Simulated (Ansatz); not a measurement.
# Structure optimisation: lanthanum, beta-Sn type

All numbers below come from Ansatz, DFT, r2SCAN, plane waves (500 eV) with PAW, scalar-relativistic. (PAW data from PBE, frozen cores regenerated.)

k-point mesh 10×10×7, Fermi-Dirac smearing 0.05 eV, starting moments 1.00 ×2 μB. Cell and atoms relax.

Starting structure:

```yaml
crystal:
  lattice:
    - [-3.3012070246, 3.3012070246, 1.8024590354]
    - [3.3012070246, -3.3012070246, 1.8024590354]
    - [3.3012070246, 3.3012070246, -1.8024590354]
  atoms:
    - { symbol: La, position: [0.0, 0.0, 0.0], spin: 1.0 }
    - { symbol: La, position: [0.75, 0.25, 0.5], spin: 1.0 }
hamiltonian:
  xc: r2scan
  pseudopotentials:
    kind: paw
    azcp:
      La: "pseudopotentials/La.paw.azcp"
basis:
  ecutwfc: 500
  fft_grid_basis: typed
kpoints:
  mp_grid: { grid: [10, 10, 7], shift: [0, 0, 0] }
magnetization:
  spin_polarized: true
scf:
  occupations: { method: fermi_dirac, width: 0.05 }
relax:
  max_steps: 60
  f_tol: 0.01
  cell: {}
```

Problem. What cell does the relaxation end in?

Solution. C2/c with a = 3.651 Å, b = 11.991 Å, c = 3.798 Å, β = 118.14°; 36.66 Å³ per atom against 39.29 at the start (-6.7 %).

The cell has left the beta-Sn structure type; it ends in C2/c.

Problem. How much energy does the relaxation gain?

Solution. 205.1 meV per atom.

The k-point mesh keeps fewer symmetry operations than the starting structure has, so the cell can leave it.

Problem. Which magnetic state does it end in?

Solution. non-magnetic.
